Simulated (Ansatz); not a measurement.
Data:

Rb2LiYBr6:
```
CELL_PARAMETERS angstrom
      0.00000     5.30124     5.30124
      5.30124     0.00000     5.30124
      5.30124     5.30124     0.00000
ATOMIC_POSITIONS crystal
  Rb 0.75000 0.75000 0.75000
  Rb 0.25000 0.25000 0.25000
  Li 0.50000 0.50000 0.50000
  Y  0.00000 0.00000 0.00000
  Br 0.74404 0.25596 0.25596
  Br 0.25596 0.74404 0.74404
  Br 0.25596 0.74404 0.25596
  Br 0.74404 0.25596 0.74404
  Br 0.25596 0.25596 0.74404
  Br 0.74404 0.74404 0.25596
```

This is the LDA-relaxed structure.

Q: All from DFT-LDA in the program Ansatz with PAW potentials, unless another level is named. Estimate the hole effective mass, band 2 of 3 at the edge.

A: 0.69 along [100], 0.98 along [110], 0.86 along [111] (mₑ).

Q: What about the electron effective mass, band 1 of 3 at the edge?

A: 4.8 along [100], 1.5 along [110], 1.2 along [111] (mₑ).

Q: Give the formation energy from the elements (no fitted shifts).

A: -1.81 eV/atom.

Q: And the band gap?

A: 3.85 eV (direct).

Space group Fm-3m. The workflow started from a Materials Project entry (that database holds measured and hypothetical structures alike); the Crystallography Open Database copy checked does not list it. Its standing as an ambient phase is unchecked. The LDA relaxation kept the symmetry of its start; phonons on a q-mesh show weakly imaginary modes. No spin polarisation was allowed. The references are the lowest solids computed at this level, not always the standard phases. Spin–orbit coupling is left out wherever it is not named.

Potentials: the later of the program's two PAW sets.
